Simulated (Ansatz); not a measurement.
Al2Cu (Al2Cu type, space group I4/mcm)

```xyz
6
Lattice="-3.0031 3.0031 2.3953 3.0031 -3.0031 2.3953 3.0031 3.0031 -2.3953" Properties=species:S:1:pos:R:3 pbc="T T T"
Al     0.9550     3.9581     0.0000
Al     0.9550     2.0481     2.3953
Al     2.0481     0.9550     0.0000
Al     2.0481    -0.9550     2.3953
Cu     0.0000     0.0000     1.1976
Cu     0.0000     0.0000     3.5929
```

Equation-of-state scan: isotropic scaling of the cell above, V₀ being its volume. The atoms relax within the cell's symmetry.

Level of theory: r2SCAN (plane waves to 500 eV, PAW, scalar-relativistic; Ansatz, an electronic-structure program). k mesh 12×12×12 (Γ-centred), Fermi-Dirac smearing 0.05 eV. The energy includes the smearing's −TS. With the shape held, the modulus is that of even scaling; a crystal free to change shape is softer. Al2Cu is run without spin polarisation. Al2Cu was relaxed with its symmetry unable to fall. The PAW data are Ansatz's earlier set. The zero of ΔE is the relaxed starting cell. The last digit holds for this mesh only.

| V (Å³/atom) | ΔE (meV/atom) |
|---|---|
| 12.097 | 179.9 |
| 12.481 | 118.3 |
| 12.865 | 71.7 |
| 13.249 | 38.3 |
| 13.633 | 16.2 |
| 14.017 | 3.9 |
| 14.401 | 0.0 |
| 14.785 | 3.5 |
| 15.169 | 13.2 |
| 15.553 | 28.3 |
| 15.938 | 48.1 |
| 16.321 | 71.9 |
| 16.706 | 99.1 |

Q: What is the fitted pressure derivative B₀′?

A: 4.5.

Q: What bulk modulus at fixed cell shape B₀ follows from a third-order Birch-Murnaghan fit?

A: 113 GPa. Check by three points about V = 14.401 Å³/atom, step 0.768: d²E/dV² ≈ (16 − 2·0 + 13) meV / 0.768² = 0.0492 eV/Å⁶, and V·d²E/dV² × 160.2 = 113 GPa.

(A scan under strain: stresses follow from slopes of the energy per volume, elastic moduli from its curvatures.)
